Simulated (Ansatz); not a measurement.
The relaxed structure here is a generated cell of KSnCl3: the first start was made by placing the elements on the sites of a structure type, and the end was not matched to a known phase here, so it may be hypothetical.

A structure of KSnCl₃ relaxed with r2SCAN (plane waves to 500 eV, PAW, scalar-relativistic; Ansatz, an electronic-structure program); single points at other levels follow on the same geometry (Ansatz, PAW; HSE06 at 420 eV on a 3×2×3 k-mesh; no spin-orbit coupling). Space group Pnma (No. 62).

Space group Pnma (No. 62); a = 7.8577 Å, b = 10.6393 Å, c = 7.3290 Å, α = β = γ = 90.00°

| atom | site | symmetry | x | y | z |
|---|---|---|---|---|---|
| K | 4c | .m. | 0.0808 | 0.7500 | 0.4698 |
| Sn | 4a | -1 | 0.0000 | 0.0000 | 0.0000 |
| Cl | 4c | .m. | 0.0429 | 0.2500 | 0.1220 |
| Cl | 8d | 1 | 0.1964 | 0.0614 | 0.6893 |

| level | gap (eV) | kind | conduction minimum |
|---|---|---|---|
| r2SCAN | 1.91 | direct | Γ |
| HSE06 | 2.31 | – | Γ |

For this cell size the semilocal gaps come from the SCF mesh and high-symmetry points. No spin polarisation in the result.

The run could not lose the symmetry of its start, so the end can be a saddle point.
